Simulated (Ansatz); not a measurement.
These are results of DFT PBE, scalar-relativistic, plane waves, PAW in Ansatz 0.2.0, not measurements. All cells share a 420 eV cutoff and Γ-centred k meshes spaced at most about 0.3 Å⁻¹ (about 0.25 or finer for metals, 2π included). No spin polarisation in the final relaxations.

These are static total energies at zero pressure. All come from trial cells, and lower structures may exist.

Question: Order these relaxed structures of SnS7 by energy, lowest first, with the energy over the lowest of them.
A.

Space group Fm-3m (No. 225). a = 8.275 Å, b = 8.275 Å, c = 8.275 Å, α = 90.00°, β = 90.00°, γ = 90.00°
```csv
atom,site,symmetry,x,y,z
Sn,4a,m-3m,0.0000,0.0000,0.0000
S,4b,m-3m,0.5000,0.0000,0.0000
S,24d,m.mm,0.7500,0.0000,0.7500
```

B.

Space group Fm-3m (No. 225). a = 9.681 Å, b = 9.681 Å, c = 9.681 Å, α = 90.00°, β = 90.00°, γ = 90.00°
```csv
atom,site,symmetry,x,y,z
Sn,4b,m-3m,0.5000,0.0000,0.0000
S,24e,4m.m,0.7703,0.0000,0.0000
S,4a,m-3m,0.0000,0.0000,0.0000
```

Answer: B (0 meV/atom), A (96 meV/atom). Forms: B Fm-3m; A Sn and S ordered on fcc sites, Fm-3m. Counting S atoms around Sn (those within 1.25 times the shortest such distance or 1.15 times the sum of covalent radii, 1.27 where that leaves under three; the shortest distance is added where it exceeds 1.18 times the sum of covalent radii): B has Sn 6; A has Sn 12 from 2.9 Å. B holds S–S units of three or more atoms (shortest 2.22 Å); in A the shortest S–S distance is 2.93 Å. Even the lowest lies +0.88 eV/atom against the elements.

Cells relaxed within their symmetry can be saddle points. Some candidate types were left out of the draw beforehand, so a known form may be missing.
